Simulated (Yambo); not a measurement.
Yambo run on AlP (wurtzite, space group P6_3mc, No. 186). The wavefunctions come from this Quantum ESPRESSO step (LDA, PseudoDojo standard norm-conserving files, scalar-relativistic):

```
&CONTROL
  calculation = 'nscf'
  pseudo_dir = './pseudo'
  outdir = './out'
/
&SYSTEM
  ibrav = 0
  nat = 4
  ntyp = 2
  ecutwfc = 48.0
  ecutrho = 192.0
  occupations = 'fixed'
  force_symmorphic = .true.
  nbnd = 181
/
&ELECTRONS
  conv_thr = 4e-09
  diago_full_acc = .true.
  diago_thr_init = 1e-08
/
ATOMIC_SPECIES
Al 26.9815 Al.upf
P 30.9738 P.upf
CELL_PARAMETERS angstrom
  3.831049933745   0.000000000000   0.000000000000
 -1.915524966873   3.317786565790   0.000000000000
  0.000000000000   0.000000000000   6.287137365000
ATOMIC_POSITIONS crystal
Al   0.333333333000   0.666666667000   0.000047340700
Al   0.666666666333   0.333333333667   0.500047340700
P   0.333333333000   0.666666667000   0.374952659300
P   0.666666666333   0.333333333667   0.874952659300
K_POINTS automatic
6 6 2 0 0 0
```

Yambo input:

```
rim_cut
gw0
dyson
el_el_corr
HF_and_locXC
ppa
em1d
RandQpts= 1000000
RandGvec= 1 Ry
EXXRLvcs= 48 Ry
VXCRLvcs= 192 Ry
Chimod= "HARTREE"
% BndsRnXp
 1 | 179 |
%
NGsBlkXp= 10 Ry
% LongDrXp
 1.0 | 1.0 | 1.0 |
%
PPAPntXp= 27.2114 eV
% GbndRnge
 1 | 179 |
%
GTermKind= "BG"
DysSolver= "n"
ExtendOut
% QPkrange
 1 | 1 | 8 | 9 |
 7 | 7 | 8 | 9 |
%
```

k points by index: 1 = Γ, 7 = M.

Table of the .qp output:

```
#    K-point    Band    Eo [eV]    E [eV]    E-Eo [eV]    Vxc [eV]    Vnlxc [eV]    Sc|Eo [eV]    Sc|E [eV]    dSc/dw|Eo [eV]    Re(Z)    Im(Z)
#
    1    8    0.000000    -0.836169    -0.836169    -11.89242    -13.97258    0.996228    1.243986    -8.061795    0.771443    -0.001629
    1    9    2.339901    2.511810    0.171910    -9.729605    -5.627668    -3.884134    -3.930027    -7.258849    0.789414    -0.001563
    7    8    -0.875014    -1.750157    -0.875143    -11.54529    -14.03595    1.350646    1.615511    -8.234490    0.767685    -0.001690
    7    9    1.787081    1.967768    0.180687    -8.897654    -4.986804    -3.683932    -3.730164    -6.957493    0.796376    -0.001547
```
(The two width columns are left out.) Convergence of these settings isn't established.

Geometry relaxed with LDA.

This is not the ordinary phase of the substance; no match was found in the copy of COD used, and its stability was not checked.
